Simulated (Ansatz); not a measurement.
Nb2SiN:
```yaml
crystal:
  lattice:
    - [3.23100, 0.00000, 0.00000]
    - [-1.61550, 2.79812, 0.00000]
    - [0.00000, 0.00000, 12.21105]
  atoms:
    - { symbol: Si, position: [0.33333, 0.66667, 0.75000] }
    - { symbol: Si, position: [0.66667, 0.33333, 0.25000] }
    - { symbol: Nb, position: [0.33333, 0.66667, 0.09407] }
    - { symbol: Nb, position: [0.66667, 0.33333, 0.59407] }
    - { symbol: Nb, position: [0.66667, 0.33333, 0.90593] }
    - { symbol: Nb, position: [0.33333, 0.66667, 0.40593] }
    - { symbol: N, position: [0.00000, 0.00000, 0.00000] }
    - { symbol: N, position: [0.00000, 0.00000, 0.50000] }
```

Relaxed with PBE. Special points in fractions of this cell's reciprocal vectors: Γ (0.000, 0.000, 0.000); M (0.500, 0.000, 0.000); K (0.333, 0.333, 0.000); A (0.000, 0.000, 0.500); L (0.500, 0.000, 0.500); H (0.333, 0.333, 0.500).

**Question.** List the band energies nearest the Fermi level at these points for PBE (plane waves, PAW; program Ansatz).

**Answer.** In eV from the Fermi level; about four levels below and three above (degenerate sets whole), none deeper than 8.9 eV; points with the same levels are listed once.

```tsv
k	below	above
Γ	-1.18 -1.18 -0.39 -0.39 -0.25	0.27 0.27 0.55
M	-3.73 -2.91 -2.88 -0.62	0.05 0.42 0.71
K	-2.00 -0.49 -0.49 -0.44	0.22 0.22 1.63
A	-0.12 -0.12 -0.12 -0.12	0.85 0.85 1.38 1.38 1.38 1.38
L	-2.90 -2.90 -0.34 -0.34	0.61 0.61 1.31 1.31
H	-1.31 -1.31 -0.69 -0.69	0.49 0.49 1.93 1.93
```

Space group P6_3/mmc. The start of the workflow was typed in or built on a structure type; neither database checked (COD, Materials Project) lists it. Whether it is the stable phase at ambient conditions was not checked. The cell was relaxed with PBE under the symmetry of its start; whether a distortion lowers the energy is not shown. The workflow began spin-polarised and lost its moments. Spin–orbit coupling is left out wherever it is not named.

Potentials: the earlier of the program's two PAW sets.
